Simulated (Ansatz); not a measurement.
SnO$_{2}$ (rutile)

```xyz
6
Lattice="4.7692 0.0000 0.0000 0.0000 4.7692 0.0000 0.0000 0.0000 3.2120" Properties=species:S:1:pos:R:3 pbc="T T T"
Sn     0.0000     0.0000     0.0000
Sn     2.3846     2.3846     1.6060
O      1.4607     1.4607     0.0000
O      3.8453     0.9239     1.6060
O      0.9239     3.8453     1.6060
O      3.3085     3.3085     0.0000
```

E(V) scan at fixed shape, V₀ the volume above. The atoms relax within the cell's symmetry.

All values below come from PBEsol (plane waves to 420 eV, PAW, scalar-relativistic; Ansatz, an electronic-structure program). k mesh 7×7×11 (Γ-centred), Fermi-Dirac smearing 0.05 eV. Stress and pressure are positive under compression. SnO2 was relaxed with its symmetry unable to fall. 

```json
[
 {"V/V₀": "0.900", "P (GPa)": "___"},
 {"V/V₀": "0.920", "P (GPa)": "20.0"},
 {"V/V₀": "0.940", "P (GPa)": "___"},
 {"V/V₀": "0.960", "P (GPa)": "___"},
 {"V/V₀": "0.980", "P (GPa)": "4.2"},
 {"V/V₀": "1.000", "P (GPa)": "0.0"},
 {"V/V₀": "1.020", "P (GPa)": "-3.7"},
 {"V/V₀": "1.040", "P (GPa)": "-6.9"},
 {"V/V₀": "1.060", "P (GPa)": "-9.8"},
 {"V/V₀": "1.080", "P (GPa)": "-12.4"},
 {"V/V₀": "1.100", "P (GPa)": "___"}
]
```

Question: What belongs in the gaps?

Answer: 
- 0.900, P (GPa): 26.7
- 0.940, P (GPa): 14.1
- 0.960, P (GPa): 8.8
- 1.100, P (GPa): -14.6

(A scan under strain: stresses follow from slopes of the energy per volume, elastic moduli from its curvatures.)
